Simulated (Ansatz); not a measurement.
## Comparing deformations in Ge

All numbers below come from Ansatz, DFT r2SCAN, scalar-relativistic, plane waves, PAW. Cutoff 500 eV, Γ-centred 10×10×10 k-points, Gaussian smearing of 0.03 eV. No spin polarisation. Energies are free energies at this smearing, counted from the undisturbed cell; pressure is positive in compression.

The undisturbed cell (relaxed at this level):

```xyz
2
Lattice="0.0000 2.8375 2.8375 2.8375 0.0000 2.8375 2.8375 2.8375 0.0000" Properties=species:S:1:pos:R:3 pbc="T T T"
Ge    2.8375    2.8375    2.8375
Ge    4.2563    4.2563    4.2563
```

The cell is strained by ε times a Voigt pattern (xx, yy, zz, yz, xz, xy; engineering shear) with fractional coordinates fixed. τ = (1/V0) dE/dε comes from the stress tensor. Of each scan, only the three points used here are listed.

| pattern | ε | τ (GPa) |
| --- | --- | --- |
| (0, 0, 1, 0, 0, 0) | -0.0100 | -1.27 |
| (0, 0, 1, 0, 0, 0) | 0.0000 | 0.02 |
| (0, 0, 1, 0, 0, 0) | 0.0050 | 0.64 |
| (1, 1, 0, 0, 0, 0) | -0.0300 | -11.47 |
| (1, 1, 0, 0, 0, 0) | 0.0000 | 0.03 |
| (1, 1, 0, 0, 0, 0) | 0.0150 | 4.74 |

Task: Which constants do the scans give, and which deformation costs least for the same size of strain tensor?

Result: The slope dτ/dε at zero (parabola through three points) is pᵀCp: (0, 0, 1, 0, 0, 0) gives C11 = 126 GPa; (1, 1, 0, 0, 0, 0) gives 2(C11 + C12) = 337 GPa. The size of the strain tensor, ε:ε, is ε² times 1.0, 2.0. Per unit of it the stiffnesses are 126, 168 GPa, so (0, 0, 1, 0, 0, 0) is the softest of these: at ε:ε = (1 %)² the quadratic term costs 0.90 meV/atom against 1.20 for the stiffest.

Task: What else follows for this cubic crystal?

Result: From the unrounded slopes C11 = 126.5 and C12 = 42.0 GPa, so B = (C11 + 2 C12)/3 = 70 GPa and the Poisson ratio for a pull along a cube edge is C12/(C11 + C12) = 0.25.

Cost: 13 runs of about 3.3 core-minutes in all, on Intel Xeon Processor @ 2.50GHz (Skylake/Cascade Lake) (shared hosts).